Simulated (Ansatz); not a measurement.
## CsPbCl₃: from a starting cell to a relaxed one

The start is a randomly generated symmetric cell of CsPbCl3 (space group No. 39). A full variable-cell relaxation at zero pressure is run with r2SCAN (plane waves to 500 eV, PAW, scalar-relativistic; Ansatz, a quantum-chemistry and plane-wave program). First-step values are on the input's coarse k-mesh.

Ansatz input (later rounds restart from its end on a renewed k-mesh):
Ansatz 0.2 input:
```yaml
crystal:
  lattice:
    - [9.4442071, 0, 0]
    - [0, 4.0429416, 5.0486387]
    - [0, -4.0429416, 5.0486387]
  atoms:
    - { symbol: Cl, position: [0.93825965, 0.97592992, 0.47592992] }
    - { symbol: Cl, position: [0.06174035, 0.47592992, 0.97592992] }
    - { symbol: Cl, position: [0.12800867, 0.22835257, 0.72835257] }
    - { symbol: Cl, position: [0.87199133, 0.72835257, 0.22835257] }
    - { symbol: Cl, position: [0.40852389, 0.28677558, 0.78677558] }
    - { symbol: Cl, position: [0.59147611, 0.78677558, 0.28677558] }
    - { symbol: Cs, position: [0.22484071, 0.76337019, 0.26337019] }
    - { symbol: Cs, position: [0.77515929, 0.26337019, 0.76337019] }
    - { symbol: Pb, position: [0.5, 0.019274, 0.019274] }
    - { symbol: Pb, position: [0.5, 0.519274, 0.519274] }
basis: { ecutwfc: 500, ecutrho_ratio: 4, xc_grid: 4, fft_grid_basis: typed }
kpoints: { mp_grid: { grid: [3, 4, 4] } }
hamiltonian:
  xc: r2scan
  dispersion: none
  pseudopotentials: { kind: paw }
scf: { occupations: { method: fermi_dirac, width: 0.05 } }
relax: { f_tol: 0.01, max_steps: 100, cell: { stress_tol: 0.02 } }
output: { forces: true, stress: true }
```

```yaml
initial_pressure: "+11.9 GPa (positive: the cell is compressed)"
largest_initial_force: 5.16 eV/Å, on Cl5, Cl6 (atoms numbered as listed)
outcome: The space group stays Aem2 (No. 39) (the run could not lower it), with 10 atoms in the primitive cell
Shortest distances (start → end): "The closest pairs of elements (up to four, under 3.6 Å), start → end: Cl–Pb 2.21 → 2.96 Å; Cl–Cl 2.58 → 3.41 Å; Cl–Cs 3.29 → 3.27 Å; Cs–Pb 3.29 → 4.81 Å"
optimiser_moves: 18
```

It ends as:

Space group Aem2 (No. 39); a = 8.980 Å, b = 7.356 Å, c = 10.063 Å, α = β = γ = 90.00°

```csv
atom,site,symmetry,x,y,z
Cl,4c,.m.,0.2447,0.2500,0.2979
Cl,4c,.m.,0.2426,0.2500,0.9061
Cl,4c,.m.,0.5572,0.2500,0.0957
Cs,4c,.m.,0.0789,0.2500,0.6025
Pb,4b,..2,0.5000,0.5000,0.3714
```
(The calculation used a cell of 10 atoms; values per cell refer to that cell.)

Final values are on a 4×6×6 k-mesh of the relaxed cell. No spin polarisation in the result.

The run could not lose the symmetry of its start, so the end can be a saddle point.

The relaxed structure here is a generated cell of CsPbCl3: the first start was made by a random draw of sites in a space group, and the end was not matched to a known phase here, so it may be hypothetical. Known forms of CsPbCl3 include space group No. 221.
